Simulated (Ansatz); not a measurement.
Given:

Hf:
```
CELL_PARAMETERS angstrom
      3.19399     0.00000     0.00000
     -1.59700     2.76608     0.00000
      0.00000     0.00000     5.03902
ATOMIC_POSITIONS crystal
  Hf 0.33333 0.66667 0.75000
  Hf 0.66667 0.33333 0.25000
```

This is the r²SCAN+D4-relaxed structure. Tensor components refer to the Cartesian frame of this cell.

**Question.** All from r²SCAN+D4 (plane waves, PAW; program Ansatz), unless another level is named. Give the Young's modulus.

**Answer.** 152 GPa.

**Question.** Predict the elastic constants (relaxed ions, GPa).

**Answer.** C11 = 189, C12 = 77.4, C13 = 65.6, C33 = 206, C44 = 59.1.

Space group P6_3/mmc (hcp (Mg type)). The r²SCAN+D4 relaxation kept the symmetry of its start. No spin polarisation was allowed. The pairwise dispersion correction was not fitted to metals. As this level gives no gap, shear constants depend on the k-mesh and smearing (Fermi–Dirac, 0.1 eV here). Spin–orbit coupling is left out wherever it is not named.

Potentials: the later of the program's two PAW sets.
